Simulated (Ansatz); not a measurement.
The start is a generated cell, CsPbBr3 built in the AFLOW prototype A3BC_tP5_99_bc_a_b (as in ZrPbO3). Cell shape, volume and atoms are optimised at zero target pressure with PBEsol (plane waves to 420 eV, PAW, scalar-relativistic; Ansatz, a program for electronic structure). The first steps use a coarse 4×4×4 k-mesh.

The start:
```
CsPbBr3
1.0
    5.99001     0.00000     0.00000
    0.00000     5.99001     0.00000
    0.00000     0.00000     6.12828
Cs Pb Br
1 1 3
Direct
  0.50000   0.50000   0.45170
  0.00000   0.00000   0.00000
  0.50000   0.50000   0.89730
  0.50000   0.00000   0.37850
  0.00000   0.50000   0.37850
```

**Question.** How large is the pressure on the unrelaxed cell, and of which sign?

**Answer.** +2.4 GPa (positive: the cell is compressed).

**Question.** What is the largest force in the starting geometry, and on which atom (counted from 1)?

**Answer.** 2.97 eV/Å, on Br3 (atoms numbered as listed).

**Question.** How does the volume change?

**Answer.** -0.9 %, from 43.98 to 43.56 Å³/atom.

**Question.** Write out the relaxed structure.

**Answer.** 
Space group P4mm (No. 99); a = b = 4.986 Å, c = 8.759 Å, α = β = γ = 90.00°

| atom | site | symmetry | x | y | z |
|---|---|---|---|---|---|
| Cs | 1b | 4mm | 0.5000 | 0.5000 | 0.5435 |
| Pb | 1a | 4mm | 0.0000 | 0.0000 | 0.0901 |
| Br | 1b | 4mm | 0.5000 | 0.5000 | 0.9298 |
| Br | 2c | 2mm. | 0.0000 | 0.5000 | 0.2713 |

The space group stays P4mm (No. 99) (the run could not lower it), with 5 atoms in the primitive cell. Final values are on a 7×7×4 k-mesh of the relaxed cell. No spin polarisation in the result.

The run could not lose the symmetry of its start, so the end can be a saddle point.

The relaxed structure here is a generated cell of CsPbBr3: the first start was made by placing the elements on the sites of a structure type, and the end was not matched to a known phase here, so it may be hypothetical. Known forms of CsPbBr3 include space group No. 62, 221.
